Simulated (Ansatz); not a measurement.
Notes on Ba3Sn5Ge2Cl2

```yaml
crystal:
  lattice:
    - [0.00000, 4.56282, 0.00000]
    - [4.56282, 0.00000, 0.00000]
    - [2.28141, 2.28141, -13.42650]
  atoms:
    - { symbol: Ba, position: [0.50000, 0.50000, 0.00000] }
    - { symbol: Ba, position: [0.33860, 0.33860, 0.32280] }
    - { symbol: Ba, position: [0.66140, 0.66140, 0.67720] }
    - { symbol: Ge, position: [0.08220, 0.08220, 0.83560] }
    - { symbol: Ge, position: [0.91780, 0.91780, 0.16440] }
    - { symbol: Cl, position: [0.20530, 0.20530, 0.58940] }
    - { symbol: Cl, position: [0.79470, 0.79470, 0.41060] }
    - { symbol: Sn, position: [0.59400, 0.09400, 0.81200] }
    - { symbol: Sn, position: [0.09400, 0.59400, 0.81200] }
    - { symbol: Sn, position: [0.40600, 0.90600, 0.18800] }
    - { symbol: Sn, position: [0.90600, 0.40600, 0.18800] }
    - { symbol: Sn, position: [0.00000, 0.00000, 0.00000] }
```

The numbers come from plane-wave PAW DFT (Ansatz): PBE, no spin polarisation, 420 eV, 8×8×8 Γ-centred k points, fermi-dirac occupations (width 0.0346 eV). Nothing was relaxed.

Task: Where is the largest force?

Result: The largest is on Ba3 (and as large on other atoms): 6.95 eV/Å, components (0.00, 0.00, 6.95). It makes 128° with the line to a nearest neighbour, Sn8 at 2.91 Å.

Task: What is the formation energy?

Result: 0.84 eV an atom against the elements' usual phases (free molecules for gases, crystals otherwise, with no correction for O₂ or N₂), so at this geometry it isn't bound against them. Relaxing would lower it.

Task: What do density and ELF say about some of the short contacts?

Result: Ge–Sn at 2.21 Å: least valence density 0.73 e/Å³ and ELF 0.51 there. Ba–Sn at 2.91 Å: least valence density 0.30 e/Å³ and ELF 0.29 there. Cl–Ge at 3.31 Å: least valence density 0.10 e/Å³ and ELF 0.08 there. Both are smooth PAW fields, read partly inside the augmentation spheres.

Task: What happens at the Fermi level?

Result: It is a metal, with about 4.4 states/eV a cell as the mean within 0.25 eV of the Fermi level, mostly Sn p (61 %).

Task: Which element gives electrons and which takes them?

Result: Bader charges in e: Ba +0.79 to +1.09, Sn -0.23 to -0.19, Ge -0.15, Cl -0.78. In the mean Ba gives up most and Cl takes most.

Task: What does the stress say?

Result: The pressure is 40.2 GPa (compression positive), so with the atoms held at these fractions the cell would first expand; the forces are large, so a full relaxation may end otherwise. The principal stresses 35.7, 42.4, 42.4 GPa differ, so its shape would change too.

Origin: a known structure type with other elements, at an estimated volume, so it need not be a known compound. Caveats: many states at the Fermi level without spin polarisation, so a magnetic state may lie lower; atoms or cell far from equilibrium.
